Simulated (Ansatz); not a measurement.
A geometry of SnO₂ away from equilibrium: step 2 of the relaxation of a generated trial cell of SnO2 in the baddeleyite structure type. The numbers are results of r2SCAN (plane waves to 500 eV, PAW, scalar-relativistic; Ansatz, a first-principles code), not measurements. Γ-centred k-mesh 4×4×4 on the run's cell (coarser than for final values), Fermi–Dirac smearing 0.05 eV. The plane waves were selected for a different cell earlier on the path.

```
SnO2
1.0
    5.16470     0.00000     0.04960
    0.00000     5.09483     0.00000
   -0.80469     0.00000     5.19925
Sn O
4 8
Cartesian
  1.22620   0.17719   1.07870
  3.53616   2.72461   1.57052
  3.13381   4.91764   4.17015
  0.82385   2.37022   3.67833
  0.11292   1.69955   1.81382
  4.64943   4.24697   0.83540
  4.24709   3.39528   3.43503
 -0.28942   0.84787   4.41344
  1.96013   3.87155   2.50936
  2.80223   1.32413   0.13986
  2.39988   1.22329   2.73948
  1.55778   3.77070   5.10899
```

Problem. Give the Cartesian forces on all atoms (eV/Å).

Solution. 
```json
[
 {"atom": "Sn1", "Fx": "0.31", "Fy": "-0.36", "Fz": "-0.15"},
 {"atom": "Sn2", "Fx": "-0.31", "Fy": "-0.36", "Fz": "0.15"},
 {"atom": "Sn3", "Fx": "-0.31", "Fy": "0.36", "Fz": "0.15"},
 {"atom": "Sn4", "Fx": "0.31", "Fy": "0.36", "Fz": "-0.15"},
 {"atom": "O5", "Fx": "0.01", "Fy": "-0.06", "Fz": "0.01"},
 {"atom": "O6", "Fx": "-0.01", "Fy": "-0.06", "Fz": "-0.01"},
 {"atom": "O7", "Fx": "-0.01", "Fy": "0.06", "Fz": "-0.01"},
 {"atom": "O8", "Fx": "0.01", "Fy": "0.06", "Fz": "0.01"},
 {"atom": "O9", "Fx": "-0.43", "Fy": "-0.27", "Fz": "-0.31"},
 {"atom": "O10", "Fx": "0.43", "Fy": "-0.27", "Fz": "0.31"},
 {"atom": "O11", "Fx": "0.43", "Fy": "0.27", "Fz": "0.31"},
 {"atom": "O12", "Fx": "-0.43", "Fy": "0.27", "Fz": "-0.31"}
]
```

The path ends in Pbcn (No. 60). No spin polarisation in the result.

The run could not lose the symmetry of its start; a randomly shaken copy of 12 atoms returns to this structure.

The first start was generated by placing the elements on the sites of a structure type. Materials Project lists a structure of SnO2 in the same space group, Pbcn (No. 60); the sites were not compared with it, nor with measured phases. Known forms of SnO2 include space group No. 136.
